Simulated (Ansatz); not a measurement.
Ag (fcc (Cu type), Fm-3m) under volume change, DFT-r²SCAN in the program Ansatz with PAW potentials, scaled uniformly.

```tsv
V (Å³/atom)	E − E(relaxed) (meV/atom)	P (GPa)
15.731	55.4	12.64
16.249	22.9	7.58
16.768	5.3	3.42
17.287	0.0	0.00
17.805	4.6	-2.76
18.324	17.3	-4.99
18.842	36.5	-6.82
```

Task: What does a third-order Birch–Murnaghan fit give for V₀, B₀ and B′?

Result: V₀ = 17.29 Å³/atom, B₀ = 102 GPa, B′ = 5.8.

The r²SCAN relaxation kept the symmetry of its start. No spin polarisation was allowed.

Potentials: the later of the program's two PAW sets.
